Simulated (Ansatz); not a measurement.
Values for one crystal, relaxed and computed with DFT-r²SCAN in the program Ansatz with PAW potentials; other levels are named.

- Volume per atom: 15.67 Å³
- Band gap: 6.18 eV (indirect)
- Hole effective mass: 0.98, 2.6, 2.6 mₑ (principal values)
- Formation energy from the elements (no fitted shifts): -2.98 eV/atom
- Bulk modulus (Birch–Murnaghan fit): 35.5 GPa
- Valence-band maximum: on the Γ–A line, 38 % of the way from Γ
- Electronic dielectric constant ε∞ (DFPT): 2.08 (xx = yy), 2.10 (zz)

**Question.** Pick the material that matches.
(A) Si3N4, P6_3/m (Si on 6h, N on 2d, N on 6h)
(B) SiO2, P6_322 (Si on 4f, O on 6g, O on 2c)
(C) HfO2, P2_1/c (Hf on 4e, O on 4e, O on 4e)
(D) MgO, P4_2/mnm (Mg on 4g, O on 4f)

**Answer.** B, SiO2, P6_322 (Si on 4f, O on 6g, O on 2c)

The first step of the workflow began from a Materials Project structure, measured or hypothetical; the Crystallography Open Database copy checked does not list it. It is not the phase usual at ambient conditions (space group No. 92, 152, 154). Symmetry was held in the r²SCAN relaxation. At this level the phase is dynamically unstable (imaginary phonons). The references are the lowest solids computed at this level, not always the standard phases (solids in place of the gases).

Potentials: the earlier of the program's two PAW sets.
